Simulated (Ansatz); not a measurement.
Cu (fcc, Cu type)

```xyz
2
Lattice="0.0000 3.5768 3.5768 1.7884 0.0000 1.7884 1.7884 1.7884 0.0000" Properties=species:S:1:pos:R:3 pbc="T T T"
Cu     0.0000     0.0000     0.0000
Cu     1.7884     3.5768     1.7884
```

A phonon eigenvector at L = (0.5, 0.0, 0.0) is frozen into this cell: atom i moves by Q times the vector below, so Q is the largest atomic displacement, in Å. The cell is held. (q is in reciprocal vectors of the primitive cell; the cell shown is doubled to hold the pattern.)

```
atom       x       y       z
----  ------  ------  ------
Cu1   -0.577   0.577   0.577
Cu2    0.577  -0.577  -0.577
```

Computed with r2SCAN (plane waves to 500 eV, PAW, scalar-relativistic; Ansatz, a first-principles code). k mesh 11×22×22 (Γ-centred), Fermi-Dirac smearing 0.05 eV. With partly filled bands, energies and forces of such displacements shift with the k mesh and the smearing. Cu is run without spin polarisation. Cu was relaxed with its symmetry unable to fall. 

```csv
Q (Å),−dE/dQ from forces (eV/Å)
-0.280,13.544
-0.233,10.106
-0.187,7.284
-0.140,4.989
-0.093,3.093
-0.047,1.474
0.000,0.000
0.047,-1.474
0.093,-3.093
0.140,-4.989
0.187,-7.284
0.233,-10.106
0.280,-13.544
```

Problem. What harmonic wavenumber does the curvature at Q = 0 give?

Solution. 258 cm⁻¹. E″ = 31.05 eV/Å², M = Σ mᵢ|uᵢ|² = 127.1 u, ν̃ = 521.5·√(|E″|/M).

(For displaced atoms, the force is minus the slope of the energy, and its curvature is a force constant, which sets phonon frequencies.)
